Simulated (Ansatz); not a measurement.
## HPbNO4 and the effect of the functional

```
H Pb N O
1.0
     3.85707    0.00178   -0.03658
     0.17353    4.33436   -0.01647
     0.75803    0.83873    5.87662
H Pb N O
1 1 1 4
Direct
  0.61511 0.89559 0.19844
  0.64597 0.44651 0.91685
  0.71474 0.23810 0.50058
  0.16958 0.47007 0.77768
  0.62919 0.97045 0.49845
  0.56424 0.92583 0.03849
  0.78022 0.42250 0.31951
```

The cell comes from a database or a generator and needn't be the stable form of this composition.

Kept alike: task band structure; k mesh 7 × 6 × 5; occupations fermi-dirac, width 0.05 eV; no spin polarisation. Program: Ansatz, Ansatz PAW. Cutoffs run from 420 to 500 eV. The mesh is that of the run's cell of 7 atoms. No spin-orbit coupling.

```csv
functional,pressure (GPa)
BLYP,2.57
LDA,-6.46
PBE,0.00
PBEsol,-3.15
RPBE,2.77
r2SCAN,-4.22
revPBE,2.13
```

Pressure is positive in compression, with a Pulay correction for the finite cutoff. All rows use potentials made for PBE.

Q: What does the functional change here?

A: The pressure runs from -6.46 (LDA) to 2.77 GPa (RPBE). From PBE: BLYP +2.57; LDA -6.46; PBEsol -3.15; RPBE +2.77; r2SCAN -4.22; revPBE +2.13. A positive pressure means that the functional's own cell is larger than the one given, a negative one that it is smaller.
